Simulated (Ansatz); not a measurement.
CsPbBr3:
```yaml
crystal:
  lattice:
    - [8.37639, 0.00000, 0.00000]
    - [0.00000, 11.50240, 0.00000]
    - [0.00000, 0.00000, 7.56789]
  atoms:
    - { symbol: Pb, position: [0.00000, 0.50000, 0.00000] }
    - { symbol: Pb, position: [0.50000, 0.50000, 0.50000] }
    - { symbol: Pb, position: [0.50000, 0.00000, 0.50000] }
    - { symbol: Pb, position: [0.00000, 0.00000, 0.00000] }
    - { symbol: Cs, position: [0.58438, 0.25000, 0.03389] }
    - { symbol: Cs, position: [0.91562, 0.75000, 0.53389] }
    - { symbol: Cs, position: [0.08438, 0.25000, 0.46611] }
    - { symbol: Cs, position: [0.41562, 0.75000, 0.96611] }
    - { symbol: Br, position: [0.30860, 0.46098, 0.17891] }
    - { symbol: Br, position: [0.19140, 0.53902, 0.67891] }
    - { symbol: Br, position: [0.80860, 0.03902, 0.32109] }
    - { symbol: Br, position: [0.69140, 0.96098, 0.82109] }
    - { symbol: Br, position: [0.69140, 0.53902, 0.82109] }
    - { symbol: Br, position: [0.80860, 0.46098, 0.32109] }
    - { symbol: Br, position: [0.19140, 0.96098, 0.67891] }
    - { symbol: Br, position: [0.30860, 0.03902, 0.17891] }
    - { symbol: Br, position: [0.00677, 0.75000, 0.07452] }
    - { symbol: Br, position: [0.49323, 0.25000, 0.57452] }
    - { symbol: Br, position: [0.50677, 0.75000, 0.42548] }
    - { symbol: Br, position: [0.99323, 0.25000, 0.92548] }
```

Relaxed with LDA. Special points in fractions of this cell's reciprocal vectors: Γ (0.000, 0.000, 0.000); X (0.500, 0.000, 0.000); S (0.500, 0.500, 0.000); Y (0.000, 0.500, 0.000); Z (0.000, 0.000, 0.500); U (0.500, 0.000, 0.500); R (0.500, 0.500, 0.500); T (0.000, 0.500, 0.500).

**Question.** List the band energies nearest the valence-band maximum at these points for LDA (plane waves, PAW; program Ansatz).

**Answer.** In eV from the valence-band maximum; about four levels below and three above (degenerate sets whole), none deeper than 8.9 eV; points with the same levels are listed once.

| k | below | above |
|---|---|---|
| Γ | -1.37 -1.12 -0.66 0.00 | 1.71 1.81 2.04 |
| X | -1.27 -1.27 -0.77 -0.77 | 2.16 2.16 3.22 3.22 |
| S | -1.20 -1.20 -1.20 -1.20 | 3.37 3.37 3.37 3.37 |
| Y | -1.37 -1.37 -0.53 -0.53 | 1.96 1.96 2.30 2.30 |
| Z | -1.49 -1.49 -0.91 -0.91 | 2.16 2.16 3.34 3.34 |
| U | -1.28 -1.28 -0.66 -0.66 | 2.12 2.12 2.25 2.25 |
| R | -1.16 -1.16 -1.16 -1.16 | 2.45 2.45 2.45 2.45 |
| T | -1.45 -1.45 -1.43 -1.43 | 3.43 3.43 3.49 3.49 3.49 3.49 |

Space group Pnma. The LDA relaxation kept the symmetry of its start. Scalar-relativistic: spin–orbit coupling is off unless named, which matters more the heavier the elements.

Potentials: the later of the program's two PAW sets.
